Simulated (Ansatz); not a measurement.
MgTe:
```
CELL_PARAMETERS angstrom
      4.13703     0.00000     0.00000
     -2.06852     3.58278     0.00000
      0.00000     0.00000     6.74182
ATOMIC_POSITIONS crystal
  Mg 0.00000 0.00000 0.50000
  Mg 0.00000 0.00000 0.00000
  Te 0.33333 0.66667 0.25000
  Te 0.66667 0.33333 0.75000
```

This is the LDA-relaxed structure. Tensor components refer to the Cartesian frame of this cell.

Q: All from DFT-LDA in the program Ansatz with PAW potentials, unless another level is named. Estimate the highest zone-centre frequency (without LO–TO term).

A: 310 cm^-1.

Q: Predict the Debye temperature from the elastic constants.

A: 252 K.

Q: Give the elastic constants (relaxed ions, GPa).

A: C11 = 87.1, C12 = 40.1, C13 = 30.6, C33 = 102, C44 = 22.1.

Space group P6_3/mmc (NiAs type). The workflow started from a Materials Project entry (that database holds measured and hypothetical structures alike); the Crystallography Open Database copy checked does not list it. COD files the formula under space group No. 186. Whether it is the stable phase at ambient conditions was not checked. The LDA relaxation kept the symmetry of its start; its stability against distortions is not shown here. Spin–orbit coupling is left out wherever it is not named.

Potentials: the later of the program's two PAW sets.
